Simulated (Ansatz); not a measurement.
Relaxed-ion elastic tensor of InP (NiAs type, P6_3/mmc) in GPa (Voigt order), r²SCAN in the plane-wave PAW code Ansatz; density 5.74 g/cm³, 21.07 Å³ per atom.

```
 120  69.8  48.4   0.0   0.0   0.0
69.8   120  48.4   0.0   0.0   0.0
48.4  48.4   174   0.0   0.0   0.0
 0.0   0.0   0.0  15.7   0.0   0.0
 0.0   0.0   0.0   0.0  15.7   0.0
 0.0   0.0   0.0   0.0   0.0  24.9
```

Is the crystal mechanically stable?

Yes: the smallest eigenvalue of C is 15.7 GPa.

Work out the Voigt, Reuss and Hill averages.

K_V = 82.9, K_R = 82.2, K_H = 82.6; G_V = 27.7, G_R = 22.2, G_H = 24.9 GPa.

Give Young's modulus, Poisson's ratio, Pugh's ratio and the universal anisotropy index.

E = 9KG/(3K + G) = 67.9 GPa; ν = 0.36; K/G = 3.31 (ductile by the Pugh limit of 1.75); A_U = 5G_V/G_R + K_V/K_R − 6 = 1.24.

Estimate the sound speeds and the Debye temperature.

v_l = √((K + 4G/3)/ρ) = 4490 m/s, v_t = √(G/ρ) = 2080 m/s, mean 2350 m/s; Θ = (h/k)(3n/4πV)^(1/3) v_m = 253 K.

How much does each axis shrink under pressure?

Linear compressibilities β_i = Σ_j S_ij (j = 1 to 3): x 4.4, y 4.4, z 3.3 per TPa.

The start of the workflow was typed in or built on a structure type; neither database checked (COD, Materials Project) lists it. It is not the phase usual at ambient conditions (space group No. 216). Symmetry was held in the r²SCAN relaxation; its stability against distortions is not shown here. As this level gives no gap, shear constants depend on the k-mesh and smearing (Fermi–Dirac, 0.1 eV here).

Potentials: the later of the program's two PAW sets.
